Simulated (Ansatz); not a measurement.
## What internal relaxation does to the elastic constants of GaO

Method: DFT PBE, scalar-relativistic, plane waves, PAW in Ansatz. Cutoff 420 eV, 12×12×2 k-points (Γ-centred), fixed occupations. No spin polarisation.

The cell, relaxed at this level:
```
CELL_PARAMETERS angstrom
3.10466 0.00000 0.00000
-1.55233 2.68872 0.00000
0.00000 0.00000 13.91460
ATOMIC_POSITIONS crystal
Ga 0.33333 0.66667 0.15997
Ga 0.66667 0.33333 0.65997
Ga 0.33333 0.66667 0.34003
Ga 0.66667 0.33333 0.84003
O 0.33333 0.66667 0.60767
O 0.66667 0.33333 0.10767
O 0.33333 0.66667 0.89233
O 0.66667 0.33333 0.39233
```

The cell was built by swapping an element in a database structure (itself possibly hypothetical) and relaxing; it need not be the stable form of this composition. The crystal is built of layers and no dispersion correction was added, so the binding between them is poorly described, and with it their spacing and whatever depends on it.

Clamped-ion constants (GPa, Voigt order; atoms follow the strain homogeneously):
C11 = 259.4, C12 = 92.2, C13 = 41.7, C22 = 259.4, C23 = 41.7, C33 = 146.6, C44 = 57.5, C55 = 57.5, C66 = 83.6 GPa; the others vanish.

Question: What are the constants once the atoms relax in each strained cell?

Answer:
C11 = 198.8, C12 = 72.1, C13 = 8.7, C22 = 198.8, C23 = 8.7, C33 = 7.2, C44 = 9.3, C55 = 9.3, C66 = 63.4 GPa; the others vanish.
The Voigt shear modulus goes from 72.4 to 37.4 GPa and the Voigt bulk modulus from 113.0 to 64.9 GPa. Relaxation subtracts ΛᵀK⁻¹Λ/V, with Λ the forces that a strain puts on the atoms and K the zone-centre force constants. At a stable cell this can only lower the diagonal constants, and it acts only for strains that share their symmetry with an optical mode; elsewhere, and where the coupling is weak, the constants hardly move.